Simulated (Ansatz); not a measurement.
Question: Name crystals whose computed values (the program Ansatz at the LDA level (PAW)) fall in these windows: ε0 9.2 to 13; electron conductivity mass (mₑ) 0.057 to 0.074; gap (eV) 0.49 to 0.67.

Answer: 

```json
[
 {"crystal": "ZnCdSe2, R3m (Zn on 3a, Cd on 3a, Se on 3a, Se on 3a)", "ε0": "11.1", "electron conductivity mass (mₑ)": "0.062", "gap (eV)": "0.59"}
]
```
Others may fit too.

Standing as an ambient phase not checked: ZnCdSe2, R3m (Zn on 3a, Cd on 3a, Se on 3a, Se on 3a). The cell was relaxed under the symmetry of its start. Spin–orbit coupling is left out wherever it is not named.

Potentials: the later of the program's two PAW sets.
